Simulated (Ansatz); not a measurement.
One crystal and one scan (generalised stacking-fault energy along a line) at two levels, PBE (plane waves to 420 eV, PAW, scalar-relativistic; Ansatz, a program for electronic structure) and r2SCAN (plane waves to 500 eV, PAW, scalar-relativistic; Ansatz), each from its own relaxed cell and on its own mesh. The cell shown is that of PBE.

LiH (rock salt) is sheared across one {110} plane: the third cell vector gains the shift, so faults repeat every 4.3 Å. The cut lies between planes 1.42 Å apart; the cell height is held.

```xyz
6
Lattice="2.8335 0.0000 0.0000 0.0000 4.0071 0.0000 1.4167 2.0036 4.2502" Properties=species:S:1:pos:R:3 pbc="T T T"
H      1.1806     1.6696     3.5418
H      1.1806     1.6696     0.7084
H      2.5973     3.6732     2.1251
Li     1.1806     3.6732     3.5418
Li     1.1806     3.6732     0.7084
Li     2.5973     1.6696     2.1251
```

In-plane vectors a = (2.833, 0.000) Å, b = (0.000, 4.007) Å, area 11.35 Å². The shift is s times the vector a (length 2.833 Å), so s = 1 restores the start. The shift is rigid: no atom relaxes. γ = [E(shift) − E(0)] / area.

E is the zero-smearing estimate. LiH was relaxed with its symmetry unable to fall. Faults lie only 4.2 Å apart, and holding the cell height and the atoms raises γ above its relaxed value. Faults lie only 4.3 Å apart, and holding the cell height and the atoms raises γ above its relaxed value. Percentages come from the unrounded values. Both scans cover s from 0.000 to 0.917.

| quantity | PBE | r2SCAN | PBE − r2SCAN |
|---|---|---|---|
| Lattice constant a (Å) | 4.007 | 4.005 | +0.002 |
| Band gap of the relaxed cell, no spin-orbit coupling (eV) | 2.98 | 3.63 | -0.65 (-18 %) |
| Highest computed γ on the line (mJ/m²) | 1401 | 1446 | -45 (-3.1 %) |
| Steepest slope dγ/d(shift) before the first maximum (spline) (GPa) | 16 | 17 | -1 |

PBE gives the lower value for: band gap of the relaxed cell, no spin-orbit coupling; highest computed γ on the line. They agree on: lattice constant a (within 0.2 %). Both give the same position of the highest point: s = 0.500.

γ (mJ/m²), each from zero shift of its own level:

```csv
s,PBE,r2SCAN
0.000,0,0
0.083,62,64
0.167,252,259
0.250,563,580
0.333,943,973
0.417,1270,1311
0.500,1401,1446
0.583,1270,1311
0.667,943,973
0.750,563,580
0.833,252,259
0.917,62,64
```

(The slope of γ gives the shear force per area between the displaced halves; near zero shift its curvature is an elastic stiffness.)
